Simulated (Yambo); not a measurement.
Yambo run on CdZn3S4 (space group P-43m, No. 215). The wavefunctions are norm-conserving PBEsol (Quantum ESPRESSO, 102 Ry, without SOC) ones on a 2×2×2 mesh (52 occupied bands); a = 5.5110 Å, b = 5.5110 Å, c = 5.5110 Å, α = 90.00°, β = 90.00°, γ = 90.00°.

Yambo input:

```
rim_cut
gw0
dyson
el_el_corr
HF_and_locXC
ppa
em1d
RandQpts= 1000000
RandGvec= 1 Ry
EXXRLvcs= 102 Ry
VXCRLvcs= 408 Ry
Chimod= "HARTREE"
% BndsRnXp
 17 | 331 |
%
NGsBlkXp= 8 Ry
% LongDrXp
 1.0 | 1.0 | 1.0 |
%
PPAPntXp= 27.2114 eV
% GbndRnge
 1 | 217 |
%
GTermKind= "BG"
DysSolver= "n"
ExtendOut
% QPkrange
 1 | 1 | 52 | 53 |
%
```

k points by index: 1 = Γ.

Table of the .qp output:

```
#    K-point    Band    Eo [eV]    E [eV]    E-Eo [eV]    Vxc [eV]    Vnlxc [eV]    Sc|Eo [eV]    Sc|E [eV]    dSc/dw|Eo [eV]    Re(Z)    Im(Z)
#
    1    52    0.000000    -0.817845    -0.817845    -16.15913    -19.37343    2.174270    2.396447    -7.391344    0.786392    -0.001371
    1    53    1.648691    2.026165    0.377475    -11.37402    -7.028260    -3.879800    -3.968282    -6.376588    0.810151    -0.001287
```
(The two width columns are left out.) Convergence of these settings isn't established.

Geometry of the Materials Project entry, not relaxed at this level.

The structure is a Materials Project entry; no match was found in the copy of COD used, and its stability was not checked.
